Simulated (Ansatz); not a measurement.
# ZnS — electric field gradients

The cell is a Materials Project structure (computed, not necessarily an observed phase), atoms as given.

```cif
data_ZnS
_symmetry_space_group_name_H-M 'P6_3mc'
_symmetry_Int_Tables_number 186
_cell_length_a 3.8084
_cell_length_b 3.8084
_cell_length_c 24.8910
_cell_angle_alpha 90.000
_cell_angle_beta 90.000
_cell_angle_gamma 120.000
loop_
_atom_site_label
_atom_site_type_symbol
_atom_site_symmetry_multiplicity
_atom_site_Wyckoff_symbol
_atom_site_fract_x
_atom_site_fract_y
_atom_site_fract_z
Zn1 Zn 2 b 0.3333 0.6667 0.7499
Zn2 Zn 2 b 0.3333 0.6667 0.1248
Zn3 Zn 2 a 0.0000 0.0000 0.0000
Zn4 Zn 2 b 0.6667 0.3333 0.8753
S9 S 2 a 0.0000 0.0000 0.5937
S10 S 2 b 0.6667 0.3333 0.9690
S11 S 2 b 0.3333 0.6667 0.2185
S12 S 2 b 0.6667 0.3333 0.3439
```

One atom of each set is listed.

All values are calculated (Ansatz; DFT, r2SCAN, plane waves and PAW (field gradients read without the response of the frozen cores, which leaves them typically 4 to 6 % off), scalar-relativistic, 500 eV cutoff, Γ-centred 8×8×2 k-points, Fermi–Dirac smearing 0.02 eV), not measured.

V_zz is the principal component of the electric field gradient with the largest magnitude, η = (V_xx − V_yy)/V_zz and C_Q = eQV_zz/h.

Zn-67: I = 5/2, Q = 122.0 mb; ³³S: I = 3/2, Q = -69.40 mb. Nuclear quadrupole moments: year-2017 set (Pyykkö).

Task: Give the quadrupolar parameters of the distinct sites.

Result: 

```
site  atoms          first shell  V_zz (10²¹ V/m²)     η  C_Q (MHz)
 Zn1      2   4 S at 2.33–2.34 Å             0.009  0.00      0.028
 Zn2      2        4 S at 2.33 Å             0.069  0.00      0.204
 Zn3      2        4 S at 2.33 Å             0.033  0.00      0.096
 Zn4      2        4 S at 2.33 Å             0.021  0.00      0.063
  S9      2       4 Zn at 2.33 Å            -0.056  0.00      0.094
 S10      2       4 Zn at 2.33 Å            -0.034  0.00      0.057
 S11      2       4 Zn at 2.33 Å             0.063  0.00     -0.106
 S12      2  4 Zn at 2.33–2.34 Å              0.23  0.00     -0.394
```

An axis of threefold or higher order runs through Zn1, Zn2, Zn3, Zn4, S9 and S10 and others, so V_zz lies along it and η is zero.
